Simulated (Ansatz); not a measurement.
An ordered 6-atom cell of GaB2As3 on the zincblende lattice (P3m1), relaxed with r2SCAN. Space group P3m1 (No. 156), trigonal; a = 3.583 Å, c = 8.926 Å in the conventional setting, 16.54 Å³ an atom. B has 4 As at 2.07–2.17 Å; Ga has 4 As at 2.31–2.43 Å; As has 4 B at 2.07–2.17 Å; As has 3 B at 2.17 Å and 1 Ga at 2.43 Å; As has 1 B at 2.07 Å and 3 Ga at 2.31 Å.

3 runs of the PAW code Ansatz on this cell differ in the functional (and in the settings that go with it). Levels are in eV from each run's valence top; v1 is the last filled band, c1 the first empty one.

Run A, mean stress 0.0 GPa (compression positive):
```
point     v2     v1    c1    c2
    Γ   0.00   0.00  0.80  1.34
    M  -3.55  -2.14  0.61  0.70
    K  -3.61  -3.33  1.46  1.66
    A  -0.22  -0.22  0.77  1.42
```

Run B, mean stress -0.5 GPa (compression positive):
```
point     v2     v1    c1    c2
    Γ   0.00   0.00  1.95  2.52
    M  -3.73  -2.27  1.62  1.76
    K  -3.85  -3.48  2.55  2.72
    A  -0.21  -0.21  1.92  2.61
```

Run C, mean stress -0.3 GPa (compression positive):
```
point     v2     v1    c1    c2
    Γ   0.00   0.00  1.29  1.86
    M  -3.69  -2.23  0.95  1.09
    K  -3.80  -3.44  1.89  2.05
    A  -0.21  -0.21  1.26  1.95
```

Q: Match the runs to r2SCAN, HSE06, PBE0.

A: A is r2SCAN, B is PBE0, C is HSE06. In order of the gap: r2SCAN 0.43, HSE06 0.81, PBE0 1.46 eV. The stress vanishes for r2SCAN, which relaxed the cell.

Values at 0 K without nuclear motion; spin polarisation is off, and the phase may be a hypothetical one.

Spin-orbit coupling is left out.

The program warns that its thresholds are loose for a hybrid's stress.

The meshes of the hybrids are coarse, so their gaps aren't converged to the digits shown.
